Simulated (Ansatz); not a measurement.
Input file for Ansatz (an electronic-structure program):

Ansatz 0.2 input:
```yaml
crystal:
  lattice:
    - [3.8523503733, 0.0, 0.0]
    - [0.0, 3.8523503733, 0.0]
    - [0.0, 0.0, 9.551979717]
  atoms:
    - { symbol: Ba, position: [0.5, 0.5, 0.6965849717] }
    - { symbol: Ba, position: [0.5, 0.5, 0.3034150283] }
    - { symbol: Cu, position: [0.0, 0.0, 0.5] }
    - { symbol: Hg, position: [0.0, 0.0, 0.0] }
    - { symbol: O, position: [0.0, 0.0, 0.7935366847] }
    - { symbol: O, position: [0.0, 0.0, 0.2064633153] }
    - { symbol: O, position: [0.0, 0.5, 0.5] }
    - { symbol: O, position: [0.5, 0.0, 0.5] }
kpoints:
  mp_grid: { grid: [11, 11, 5] }
hamiltonian:
  xc: pbesol
  pseudopotentials: { kind: paw }
scf:
  occupations: { method: fermi_dirac, width: 0.1 }
phonons:
  method: dfpt
  response_accuracy: low
  eigenvectors: true
  rigid_motions: translations
```

Output (shortened):

```
Pseudopotential: Ba, paw, valence charge 10
Pseudopotential: Cu, paw, valence charge 19
Pseudopotential: Hg, paw, valence charge 20
Pseudopotential: O, paw, valence charge 6
Functional definition: PBEsol
Crystal: 8 atoms, lattice volume = 141.757 Å³
Basis set: ecut = 420 eV, 2783 PW (Γ), exchange–correlation on 54×54×128 points (8 copies of the dense FFT grid, shifted against one another)
Bands: 50, of which v1, the nominal top of the filled ones, is band 42 counted from 1 (41 counted from 0)
Symmetry: 16 space group operations
k-points: 108 of 605 (irreducible under 4 space group operations, time reversal used)
SCF iter   1: F=—  HF=-34228.833810 eV  |F-HF|=—  |Δ(HF+E_count)|=         —  Δρ=1.28e-2  dr2=2.34e-1  ethr=1.77e-3  ⟨swp⟩=8.4  Hψ=24712  notcnv=0  defer=51
preconditioner: auto → LDOS
SCF iter   2: F=—  HF=-34229.064528 eV  |F-HF|=—  |Δ(HF+E_count)|=   2.31e-1  Δρ=2.95e-2  dr2=1.17e0  ethr=2.81e-4  ⟨swp⟩=3.3  Hψ=11654  notcnv=0  defer=203  recentre
SCF iter   3: F=—  HF=-34228.777166 eV  |F-HF|=—  |Δ(HF+E_count)|=   2.87e-1  Δρ=3.59e-3  dr2=1.85e-2  ethr=2.81e-4  ⟨swp⟩=3.0  Hψ=10738  notcnv=0  defer=201
SCF iter   4: F=—  HF=-34228.773195 eV  |F-HF|=—  |Δ(HF+E_count)|=   3.97e-3  Δρ=1.35e-3  dr2=1.80e-3  ethr=2.23e-5  ⟨swp⟩=2.0  Hψ=10216  notcnv=0  defer=201
SCF iter   5: F=—  HF=-34228.772789 eV  |F-HF|=—  |Δ(HF+E_count)|=   4.06e-4  Δρ=3.06e-4  dr2=1.09e-4  ethr=2.17e-6  ⟨swp⟩=2.0  Hψ=9551  notcnv=0  defer=201
SCF iter   6: F=—  HF=-34228.772789 eV  |F-HF|=—  |Δ(HF+E_count)|=   4.00e-7  Δρ=1.40e-4  dr2=3.47e-5  ethr=1.32e-7  ⟨swp⟩=2.0  Hψ=9668  notcnv=0  defer=201
SCF iter   7: F=—  HF=-34228.772793 eV  |F-HF|=—  |Δ(HF+E_count)|=   3.99e-6  Δρ=6.15e-5  dr2=3.09e-6  ethr=4.18e-8  ⟨swp⟩=2.1  Hψ=8810  notcnv=0  defer=201
SCF iter   8: F=—  HF=-34228.772794 eV  |F-HF|=—  |Δ(HF+E_count)|=   1.01e-6  Δρ=1.41e-5  dr2=1.56e-7  ethr=3.73e-9  ⟨swp⟩=2.0  Hψ=8535  notcnv=0  defer=202
SCF iter  13: F=-34228.772794 eV  HF=-34228.772794 eV  |F-HF|=7.28e-12  |Δ(HF+E_count)|=  7.28e-12  Δρ=5.97e-8  dr2=3.23e-12  ethr=1.00e-12  ⟨swp⟩=5.2  Hψ=23816  notcnv=0
SCF 1 converged in 13 iterations: F = -34228.772794 eV  dr2 = 3.23e-12
DFPT response loops at Γ: preconditioner auto → Kerker (q_TF=auto, 2.495 Å⁻¹) (partly filled bands, converged f_vac=0.067) …
WARN: q = [0.0000, 0.0000, 0.0000]: the response loops show signs that the electronic state is unstable, or barely stable, against a charge, spin or orbital …
SCF converged after 13 iterations
Free energy (F): -34228.772794 eV
Harris-Foulkes:  -34228.772794 eV  (|F-HF|=7.28e-12)
Internal energy: -34228.752773 eV  (E = F + TS)
E sigma→0 (E₀):  -34228.762784 eV
Entropy (-TS):   -0.020021 eV (-2.503 meV/atom)
Fermi energy:    10.094046 eV
--- Per-component energies (eV) ---
  E_band       = -982.059491
  E_kinetic    = 1938.152987
  E_local      = -12182.679842  (includes V_loc(G=0)·N_el)
  E_nonlocal   = 777.564861
  E_hartree    = 5306.247735
  E_xc         = -935.217807
  E_vxc        = -1024.999563  (∫ρ·V_xc dr)
  E_paw        = -22312.925072  (= ΣΔE_a)
  E_vpaw       = -1102.603989  (= ΣTr[D̂ρ^β])
  E_aug_tail   = 0.010772  (compensation charges beyond the density's cutoff)
  E_ewald      = -6820.885280
  E_core_change = 0.978871  (= ΣΔE_core)
  E_smearing   = -0.020021  (= −TS)
  E_closure    = 0.000000  (closes the sum)
  Σ components = -34228.772794   (vs F -34228.772794, Δ=0.00e0)
  [band-id]    e_kinetic+e_local+e_nonlocal+2·e_hartree+e_vxc+e_vpaw+e_augmentation_tail = -982.059303   (vs E_band -982.059491, Δ=1.88e-4)
--- Band table (eV; the first three rows and the last of 108) ---
  k-point 0: bands = ["-105.7285", "-102.0852", "-59.7482", "-59.7482", "-59.3417", "-54.2316", "-54.0564", "-54.0564", "-16.2855", "-16.1775", "-8.2701", "-8.0151", "-7.4230", "-6.8656", "-1.3924", "-1.2369", "-1.2369", "-1.0692", "-1.0692", "-1.0430", …
  k-point 1: bands = ["-105.7285", "-102.0852", "-59.7482", "-59.7482", "-59.3417", "-54.2316", "-54.0564", "-54.0564", "-16.2851", "-16.1779", "-8.2608", "-8.0270", "-7.4207", "-6.8657", "-1.4061", "-1.2397", "-1.2397", "-1.0660", "-1.0660", "-1.0257", …
  k-point 2: bands = ["-105.7285", "-102.0852", "-59.7482", "-59.7482", "-59.3417", "-54.2316", "-54.0564", "-54.0564", "-16.2845", "-16.1786", "-8.2435", "-8.0483", "-7.4170", "-6.8657", "-1.4261", "-1.2439", "-1.2439", "-1.0610", "-1.0610", "-0.9998", …
  k-point 107: bands = ["-105.7285", "-102.0852", "-59.7483", "-59.7483", "-59.3416", "-54.2314", "-54.0575", "-54.0575", "-16.0460", "-15.9825", "-8.0351", "-7.4924", "-7.4409", "-7.3891", "-2.0300", "-2.0180", "-1.9611", "-1.5263", "-1.4782", "-1.1142", …
--- Phonons (Γ-DFPT): 11 representative perturbations + reference, on 108 of 605 k-points (Σ response iterations 45) ---
  ASR residual: 2.988e-4 → 0.000e0 eV/Å²; symmetrization residual: 2.208e-4 eV/Å²
  ASR residual per site (eV/Å²): 4.30e-5 4.30e-5 2.99e-4 6.06e-5 1.04e-4 1.04e-4 1.90e-4 1.90e-4
  Γ frequencies (cm⁻¹): 0.00 0.00 0.00 57.56 57.56 70.64 70.64 82.38 137.60 140.70 140.70 140.81 140.81 157.31 219.87 219.87 220.59 306.11 306.11 336.57 559.64 559.64 566.48 611.85
  non-analytic LO–TO correction: not included (Born effective charges unavailable; polar crystals: no LO–TO splitting at Γ)
```

Cost: around 10 core-minutes (rough) on shared cores.

Space group P4/mmm. The workflow started from a Materials Project entry (that database holds measured and hypothetical structures alike); the Crystallography Open Database copy checked does not list it. Whether it is the stable phase at ambient conditions was not checked. The cell was relaxed with PBEsol under the symmetry of its start; of distortions, only those at the zone centre were tested. No spin polarisation was allowed. No Hubbard U is applied. Without spin polarisation and U, an open-shell compound can come out a false metal. As this level gives no gap, phonon frequencies hold no LO–TO term and depend on the k-mesh and smearing (Fermi–Dirac, 0.1 eV here). Scalar-relativistic: spin–orbit coupling is off unless named, which matters more the heavier the elements.

Potentials: the later of the program's two PAW sets.

Ansatz is a plane-wave DFT program.
